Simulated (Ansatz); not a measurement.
A distorted cell of AlN (zinc blende):

```
CELL_PARAMETERS angstrom
      0.00000     4.40253     4.40253
      2.20127     2.20127     4.40253
      2.20127     2.20127     0.00000
ATOMIC_POSITIONS crystal
  N  0.00000 0.75000 0.75000
  N  0.50000 0.75000 0.75000
  Al 0.00000 0.04240 0.95760
  Al 0.50000 0.95760 0.04240
```

These are PBE (plane waves to 420 eV, PAW, scalar-relativistic; Ansatz, a first-principles code) values and carry that method's errors. k mesh 13×13×13 (Γ-centred), Fermi-Dirac smearing 0.05 eV. Compression counts positive. As the smearing reaches across the gap at some points, energies and forces of such displacements shift with the k mesh and the smearing. AlN was relaxed with its symmetry unable to fall. The PAW data are Ansatz's earlier set.

### Question
Predict the force on every atom, in eV/Å.

### Answer
```
atom     Fx     Fy      Fz
----  -----  -----  ------
N1    0.000  0.000   0.000
N2    0.000  0.000   0.000
Al3   0.000  0.000  -5.778
Al4   0.000  0.000   5.778
```

### Question
What is the stress tensor (GPa)?

### Answer
```
   10.4      0.0      0.0
    0.0     10.4      0.0
    0.0      0.0     -6.0
```
The pressure, a third of the trace, is 5.0 GPa.

(For displaced atoms, the force is minus the slope of the energy, and its curvature is a force constant, which sets phonon frequencies.)
